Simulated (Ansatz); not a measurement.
SrCo2P2 in space group I4/mmm (No. 139; P on 4e, Sr on 2a, Co on 4d), PBEsol (plane waves, PAW; program Ansatz), all energies at zero smearing, with the estimated change up to a 700 eV cutoff added, with one set of potentials and settings (totals compare only within such a set). Cell of 5 atoms (2 P, 1 Sr, 2 Co): -15162.834 eV.

| element | reference phase | E (eV/atom) |
|---|---|---|
| P | Cmce, 4 atoms in the cell | -740.0371 |
| Sr | Fm-3m, 1 atoms in the cell | -3492.2134 |
| Co | P6_3/mmc, 2 atoms in the cell, spin-polarised | -5092.9959 |

Formation energy per atom, worked out: (-15162.834 − 2×(-740.0371) − 1×(-3492.2134) − 2×(-5092.9959))/5 = -0.911 eV/atom (-88 kJ per mol of atoms), at 0 K, without zero-point energy or fitted corrections.

The workflow started from an entry of the Crystallography Open Database (COD). Its standing as an ambient phase is unchecked. Symmetry was held in the PBEsol relaxation; its stability against distortions is not shown here. Spin order of the final state: ferromagnetic, the only order run, not a proven ground state. The references are the lowest solids computed at this level, not always the standard phases.

Potentials: the later of the program's two PAW sets.
